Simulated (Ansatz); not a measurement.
Sb: electron density at the nuclei under pressure

```xyz
2
Lattice="2.1771 1.2569 3.8299 -2.1771 1.2569 3.8299 0.0000 -2.5139 3.8299" Properties=species:S:1:pos:R:3 pbc="T T T"
Sb    0.0000    0.0000    3.0822
Sb    0.0000    0.0000    8.4075
```

Atoms are numbered in the order listed.

Structure from Materials Project entry mp-104 (possibly hypothetical), not relaxed further.

Spin–orbit coupling is left out, though it moves levels of the heavy atoms by tenths of an eV or more.

Method: Ansatz 0.2.0, DFT, r2SCAN, all-electron PAW with datasets made for the crystal, scalar-relativistic.

Sampling and basis: a Γ-centred 11×11×11 k mesh, Fermi–Dirac smearing of 0.05 eV, cutoff 240 eV (chosen by the program for this cell), no spin polarisation.

The contact density is the mean electron density over the nuclear volume; its changes set Mössbauer isomer shifts. Changes below are taken from the unscaled cell, where it is 1.34773e+06 e/Å³ at Sb1.

```json
{"V/V(cell)": "0.9500", "P (GPa)": "3.1", "Δρ(0) Sb1 (e/Å³)": "?"}
{"V/V(cell)": "1.0000", "P (GPa)": "0.0", "Δρ(0) Sb1 (e/Å³)": "0.00"}
{"V/V(cell)": "1.0500", "P (GPa)": "-2.4", "Δρ(0) Sb1 (e/Å³)": "?"}
```

Q: Fill in "Δρ(0) Sb1 (e/Å³)" for the row "0.9500".

A: -2.84.

Q: Fill in "Δρ(0) Sb1 (e/Å³)" for the row "1.0500".

A: 2.52.

The datasets are made afresh for each cell, so very small changes are uncertain. Scalar relativity leaves out the p1/2 density at heavy nuclei.
